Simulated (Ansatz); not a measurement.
SnMo2C:
```
SnMo2C
1.0
    3.18443     0.00000     0.00000
   -1.59221     2.75780     0.00000
    0.00000     0.00000    13.41010
Sn Mo C
2 4 2
Direct
  0.33333   0.66667   0.75000
  0.66667   0.33333   0.25000
  0.33333   0.66667   0.08084
  0.66667   0.33333   0.58084
  0.66667   0.33333   0.91916
  0.33333   0.66667   0.41916
  0.00000   0.00000   0.00000
  0.00000   0.00000   0.50000
```

Relaxed with r²SCAN.

**Question.** Map the electron localisation function on the plane through (0.333, 0.667, 0.750) spanned by u = [0, 0, 1] and v = [1, -1, 0] in lattice vectors, from r²SCAN (plane waves, PAW; program Ansatz).

**Answer.** x is the fraction of u, y of v (the angle between them is 90°; rows are the nearest grid lines); atoms in the plane: Sn at (0.00, 0.00), Sn at (0.50, 0.33), Mo at (0.33, 0.00), Mo at (0.83, 0.33), Mo at (0.17, 0.33), Mo at (0.67, 0.00), C at (0.25, 0.67), C at (0.75, 0.67).
```
y \ x   0.000  0.100  0.175  0.275  0.375  0.450  0.550  0.625  0.725  0.825  0.900   1.00
------  -----  -----  -----  -----  -----  -----  -----  -----  -----  -----  -----  -----
1.00    0.002  0.507  0.265  0.618  0.722  0.322  0.322  0.722  0.618  0.265  0.507  0.002
0.929   0.017  0.510  0.251  0.448  0.671  0.356  0.356  0.671  0.448  0.251  0.510  0.017
0.857   0.271  0.470  0.294  0.266  0.285  0.372  0.372  0.285  0.266  0.294  0.470  0.271
0.786   0.246  0.344  0.428  0.724  0.135  0.304  0.304  0.135  0.724  0.428  0.344  0.246
0.679   0.125  0.204  0.611  0.373  0.221  0.168  0.168  0.221  0.373  0.611  0.204  0.125
0.607   0.163  0.212  0.523  0.625  0.230  0.227  0.227  0.230  0.625  0.523  0.212  0.163
0.536   0.262  0.185  0.212  0.735  0.295  0.345  0.345  0.295  0.735  0.212  0.185  0.262
0.464   0.327  0.179  0.622  0.440  0.368  0.308  0.308  0.368  0.440  0.622  0.179  0.327
0.393   0.333  0.316  0.627  0.224  0.416  0.236  0.236  0.416  0.224  0.627  0.316  0.333
0.321   0.323  0.383  0.295  0.184  0.435  0.180  0.180  0.435  0.184  0.295  0.383  0.323
0.214   0.282  0.221  0.711  0.250  0.207  0.309  0.309  0.207  0.250  0.711  0.221  0.282
0.143   0.257  0.327  0.195  0.216  0.312  0.387  0.387  0.312  0.216  0.195  0.327  0.257
0.0714  0.017  0.494  0.183  0.465  0.679  0.380  0.380  0.679  0.465  0.183  0.494  0.017
0.000   0.002  0.507  0.265  0.618  0.722  0.322  0.322  0.722  0.618  0.265  0.507  0.002
```

The density is the valence pseudo-density with augmentation charge, so density and ELF within about 1 Å of a nucleus are not all-electron values.

Space group P6_3/mmc. The start of the workflow was typed in or built on a structure type; neither database checked (COD, Materials Project) lists it. Its standing as an ambient phase is unchecked. The r²SCAN relaxation kept the symmetry of its start; its stability against distortions is not shown here. No spin polarisation was allowed. Spin–orbit coupling is left out wherever it is not named.

Potentials: the later of the program's two PAW sets.
